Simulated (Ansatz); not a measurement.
A relaxation computed with Ansatz, from input to last step.

```yaml
crystal:
  lattice:
    - [-3.059575, 3.059575, 6.051415]
    - [3.059575, -3.059575, 6.051415]
    - [3.059575, 3.059575, -6.051415]
  atoms:
    - { symbol: Ge, position: [0.0, 0.0, 0.0] }
    - { symbol: Sb, position: [0.5, 0.5, 0.0] }
    - { symbol: Sb, position: [0.25, 0.75, 0.5] }
    - { symbol: Te, position: [0.50162, 0.00162, 0.5] }
    - { symbol: Te, position: [0.248162, 0.248162, 0.0] }
    - { symbol: Te, position: [0.99838, 0.49838, 0.5] }
    - { symbol: Te, position: [0.751838, 0.751838, 0.0] }
basis:
  ecutwfc: 420
kpoints:
  mp_grid: { grid: [8, 8, 8] }
hamiltonian:
  xc: pbesol
scf:
  occupations: { method: gaussian, width: 0.1 }
output:
  forces: true
  stress: true
  eigenvalues: true
relax:
  adjacent_minimum: "off"
  f_tol: 0.01
  max_steps: 40
```

```bash
ansatz run input.yaml --threads 2 --pin off --max-ram 5120MiB --backend cpu --events-out ev --progress --plain --runs-dir out
```

Theory: DFT PBEsol, scalar-relativistic, plane waves, PAW in Ansatz.

Of 3 frames 3 are shown, positions in Å and forces in eV/Å; the SCF threshold varies from step to step.

```xyz
7
Lattice="-3.0596 3.0596 6.0514 3.0596 -3.0596 6.0514 3.0596 3.0596 -6.0514" Properties=species:S:1:pos:R:3:forces:R:3 pbc="T T T" step=1 free_energy_over_end_meV_per_atom=0.44
Ge    0.0000    0.0000    0.0000    0.0000    0.0000    0.0000
Sb    0.0000    0.0000    6.0514    0.0000    0.0000    0.0000
Sb    3.0596    0.0000    3.0257    0.0000    0.0000    0.0000
Te    0.0000    3.0596    0.0196    0.0000    0.0000    0.0279
Te    0.0000    0.0000    3.0035    0.0000    0.0000   -0.1146
Te    0.0000    3.0596    6.0318    0.0000    0.0000   -0.0279
Te    0.0000    0.0000    9.0994    0.0000    0.0000    0.1146
7
Lattice="-3.0596 3.0596 6.0514 3.0596 -3.0596 6.0514 3.0596 3.0596 -6.0514" Properties=species:S:1:pos:R:3:forces:R:3 pbc="T T T" step=2 free_energy_over_end_meV_per_atom=0.02
Ge    0.0000    0.0000    0.0000    0.0000    0.0000    0.0000
Sb    0.0000    0.0000    6.0514    0.0000    0.0000    0.0000
Sb    3.0596    0.0000    3.0257    0.0000    0.0000    0.0000
Te    0.0000    3.0596    0.0324    0.0000    0.0000   -0.0252
Te    0.0000    0.0000    2.9764    0.0000    0.0000    0.0090
Te    0.0000    3.0596    6.0190    0.0000    0.0000    0.0252
Te    0.0000    0.0000    9.1264    0.0000    0.0000   -0.0090
7
Lattice="-3.0596 3.0596 6.0514 3.0596 -3.0596 6.0514 3.0596 3.0596 -6.0514" Properties=species:S:1:pos:R:3:forces:R:3 pbc="T T T" step=3 free_energy_over_end_meV_per_atom=0.00
Ge    0.0000    0.0000    0.0000    0.0000    0.0000    0.0000
Sb    0.0000    0.0000    6.0514    0.0000    0.0000    0.0000
Sb    3.0596    0.0000    3.0257    0.0000    0.0000    0.0000
Te    0.0000    3.0596    0.0252    0.0000    0.0000    0.0036
Te    0.0000    0.0000    2.9779    0.0000    0.0000    0.0018
Te    0.0000    3.0596    6.0262    0.0000    0.0000   -0.0036
Te    0.0000    0.0000    9.1249    0.0000    0.0000   -0.0018
```

It took 3.4 min on 2 threads of AMD EPYC 7R43 64-Core Processor (Zen 3), with other jobs on the host, peak memory 1.1 GiB.